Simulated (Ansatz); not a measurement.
## Data sheet: SiGe (DFT)

SiGe:
```
CELL_PARAMETERS angstrom
      3.95960     0.00000     0.00000
      0.00000     3.96615     0.00000
      0.00000     0.00000     5.59585
ATOMIC_POSITIONS crystal
  Si 0.75000 0.00000 0.88095
  Si 0.25000 0.00000 0.11905
  Ge 0.25000 0.50000 0.36854
  Ge 0.75000 0.50000 0.63146
```

Space group Pmma (No. 51); conventional cell a = 3.960 Å, b = 3.966 Å, c = 5.596 Å, α = β = γ = 90.00°.

Method: plane-wave PAW PBE (Ansatz code). The cell and atoms are relaxed at this level. Other levels are named where they apply.

Cell and energy:

```yaml
volume_per_atom: 21.97 Å³
density: 3.81 g/cm³
Formation energy from the elements (no fitted shifts): 0.020 eV/atom
```

Electronic structure:

```yaml
band_gap: 0.27 eV (indirect)
valence_band_maximum: at Γ
conduction_band_minimum: at T (k = 0.000, 0.500, 0.500)
smallest_direct_gap_on_the_standard_path: 0.60 eV
electron_effective_mass: 0.064, 0.096, 0.21 mₑ (principal values)
Electron effective mass with spin–orbit coupling: 0.064, 0.096, 0.21 mₑ (principal values)
Weight of the conduction-edge state by species (Voronoi cells): Ge 59 %, Si 41 %
hole_effective_mass: 0.052, 0.25, 2.0 mₑ (principal values)
Hole effective mass with spin–orbit coupling: 0.062, 0.22, 0.26 mₑ (principal values)
Weight of the valence-edge state by species (Voronoi cells): Ge 59 %, Si 41 %
Gap with spin–orbit coupling: 0.23 eV
```

Mechanics:

```yaml
Bulk modulus (Birch–Murnaghan fit): 74.1 GPa
Pressure derivative B′: 4.6
```

The start of the workflow was typed in or built on a structure type; neither database checked (COD, Materials Project) lists it. Its standing as an ambient phase is unchecked. Symmetry was held in the PBE relaxation; its stability against distortions is not shown here. The references are the lowest solids computed at this level, not always the standard phases. Scalar-relativistic: spin–orbit coupling is off unless named, which matters more the heavier the elements.

Potentials: the earlier of the program's two PAW sets.
